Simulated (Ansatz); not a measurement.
## Ca (diamond): energy against volume

The calculation used DFT, BLYP, plane waves (420 eV) with PAW, scalar-relativistic in Ansatz. The PAW files were generated under PBE, with cores re-solved for the functional.

The cell is scaled uniformly from the relaxed one, with fractional coordinates and shape fixed. Energies are extrapolated to zero smearing, pressures are those at the given smearing. Magnetic state: spin not included.

A Birch-Murnaghan fit gives V₀ = 92.89 Å³/atom, B₀ = 3.2 GPa, B₀′ = 3.3.

**Question.** What are the energy above the minimum and the pressure at 88.455 Å³/atom?

**Answer.** 2.3 meV/atom and 0.14 GPa as computed.

**Question.** What are the energy above the minimum and the pressure at 95.827 Å³/atom?

**Answer.** 0.9 meV/atom and -0.12 GPa as computed.

**Question.** What are the energy above the minimum and the pressure at 99.512 Å³/atom?

**Answer.** 4.3 meV/atom and -0.22 GPa as computed.
